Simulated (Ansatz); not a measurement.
CoGe₂:
```
CELL_PARAMETERS angstrom
      5.37946    -2.79522     0.00000
      5.37946     2.79522     0.00000
      0.00000     0.00000     5.59129
ATOMIC_POSITIONS crystal
  Co 0.61670 0.61670 0.00000
  Co 0.38330 0.38330 0.00000
  Co 0.88330 0.88330 0.50000
  Co 0.11670 0.11670 0.50000
  Ge 0.65872 0.34128 0.65871
  Ge 0.34128 0.65872 0.34129
  Ge 0.84128 0.15872 0.15871
  Ge 0.15872 0.84128 0.84129
  Ge 0.00195 0.49805 0.75000
  Ge 0.99805 0.50195 0.25000
  Ge 0.49805 0.00195 0.25000
  Ge 0.50195 0.99805 0.75000
```

Relaxed with PBEsol.

Question: Which orbitals make up the states near the Fermi level in PBEsol (plane waves, PAW; program Ansatz)?

Answer: Within 0.5 eV of the Fermi level: Co 3d 59 %, Ge 4p 29 %, Ge 4s 7 %. Projections are on Löwdin-orthogonalised atomic valence shells; empty p or d shells of many metals are not among them.

Question: Tabulate the density of states.

Answer: States/eV per cell of 12 atoms, in 0.25 eV bins, energy from the Fermi level.

| E (eV) | total | Co 3d | Ge 4p | Ge 4s |
|---|---|---|---|---|
| -7.85 | 3.57 | 0.31 | 1.02 | 2.12 |
| -7.60 | 2.43 | 0.25 | 0.69 | 1.42 |
| -7.35 | 2.15 | 0.28 | 0.57 | 1.25 |
| -7.10 | 2.00 | 0.30 | 0.50 | 1.16 |
| -6.85 | 2.06 | 0.34 | 0.55 | 1.11 |
| -6.60 | 2.79 | 0.42 | 1.04 | 1.19 |
| -6.35 | 2.33 | 0.36 | 0.95 | 0.90 |
| -6.10 | 1.64 | 0.23 | 0.83 | 0.47 |
| -5.85 | 1.76 | 0.21 | 1.13 | 0.25 |
| -5.60 | 2.47 | 0.32 | 1.67 | 0.28 |
| -5.35 | 3.06 | 0.45 | 2.05 | 0.34 |
| -5.10 | 3.44 | 0.56 | 2.29 | 0.36 |
| -4.85 | 3.88 | 0.68 | 2.55 | 0.39 |
| -4.60 | 3.76 | 0.76 | 2.41 | 0.36 |
| -4.35 | 4.70 | 1.08 | 2.92 | 0.42 |
| -4.10 | 5.87 | 1.62 | 3.47 | 0.46 |
| -3.85 | 7.91 | 2.68 | 4.35 | 0.51 |
| -3.60 | 8.30 | 3.49 | 4.03 | 0.47 |
| -3.35 | 9.54 | 4.42 | 4.43 | 0.40 |
| -3.10 | 9.56 | 4.82 | 4.11 | 0.37 |
| -2.85 | 7.55 | 4.11 | 2.92 | 0.32 |
| -2.60 | 6.86 | 3.75 | 2.65 | 0.26 |
| -2.35 | 10.09 | 6.57 | 2.96 | 0.27 |
| -2.10 | 10.68 | 7.63 | 2.61 | 0.22 |
| -1.85 | 12.59 | 9.80 | 2.35 | 0.20 |
| -1.60 | 14.60 | 12.03 | 1.95 | 0.22 |
| -1.35 | 20.17 | 17.31 | 2.02 | 0.28 |
| -1.10 | 19.44 | 16.20 | 2.43 | 0.32 |
| -0.85 | 15.27 | 11.35 | 2.98 | 0.43 |
| -0.60 | 12.32 | 8.07 | 3.23 | 0.51 |
| -0.35 | 8.21 | 5.01 | 2.37 | 0.45 |
| -0.10 | 5.01 | 3.15 | 1.31 | 0.33 |
| 0.15 | 4.12 | 2.27 | 1.21 | 0.46 |
| 0.40 | 2.66 | 1.31 | 0.91 | 0.30 |
| 0.65 | 4.03 | 1.78 | 1.32 | 0.72 |
| 0.90 | 4.36 | 1.90 | 1.43 | 0.82 |
| 1.15 | 4.43 | 1.93 | 1.47 | 0.84 |
| 1.40 | 4.83 | 1.86 | 1.85 | 0.89 |
| 1.65 | 6.14 | 2.17 | 2.51 | 1.14 |
| 1.90 | 6.54 | 2.03 | 2.86 | 1.28 |
| 2.15 | 4.61 | 1.27 | 2.19 | 0.86 |
| 2.40 | 4.24 | 1.06 | 2.12 | 0.79 |
| 2.65 | 4.36 | 0.98 | 2.27 | 0.78 |
| 2.90 | 5.14 | 1.09 | 2.76 | 0.85 |
| 3.15 | 4.34 | 0.82 | 2.42 | 0.68 |
| 3.40 | 4.29 | 0.72 | 2.47 | 0.60 |
| 3.65 | 5.21 | 0.79 | 3.07 | 0.66 |
| 3.90 | 5.24 | 0.72 | 3.12 | 0.54 |
| 4.15 | 5.22 | 0.65 | 3.17 | 0.42 |
| 4.40 | 5.63 | 0.61 | 3.46 | 0.42 |
| 4.65 | 5.51 | 0.54 | 3.45 | 0.41 |
| 4.90 | 5.86 | 0.51 | 3.69 | 0.41 |

Space group Cmce. The first step of the workflow began from a Materials Project structure, measured or hypothetical; the Crystallography Open Database copy checked does not list it. Whether it is the stable phase at ambient conditions was not checked. The cell was relaxed with PBEsol under the symmetry of its start; whether a distortion lowers the energy is not shown. No spin polarisation was allowed. Spin–orbit coupling is left out wherever it is not named.

Potentials: the later of the program's two PAW sets.
